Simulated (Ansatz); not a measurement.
Crystals of one structure type (CdI2 type) and one family of elements, relaxed and computed with plane-wave PAW PBE+D3(BJ) (Ansatz code).

| crystal | V (Å³/atom) | highest Γ mode, no LO–TO term (cm⁻¹) |
|---|---|---|
| SiO2 | 9.58 | 837 |
| SnO2 | 13.72 | 488 |
| SnS2 | 22.57 | ? |
| SnSe2 | 25.58 | 240 |

Question: Fit a straight line to ln ω against ln V and predict the withheld value.

Answer: Least squares on the 3 shown rows: ln ω = -1.26 × ln V + (9.544), with a scatter of 4 %. For SnS2 this gives 275. The run itself gave 333, outside the scatter: the line misses something about this case.

Constructed cells (a structure type filled with these elements, in neither database checked): SiO2, CdI2 type; SnO2, CdI2 type. Not the usual ambient phase: SiO2, CdI2 type; SnO2, CdI2 type. All cells were relaxed under the symmetry of their starts (and spin orders); stability against distortions was not tested throughout. Spin–orbit coupling is left out wherever it is not named.

Potentials: the later of the program's two PAW sets.
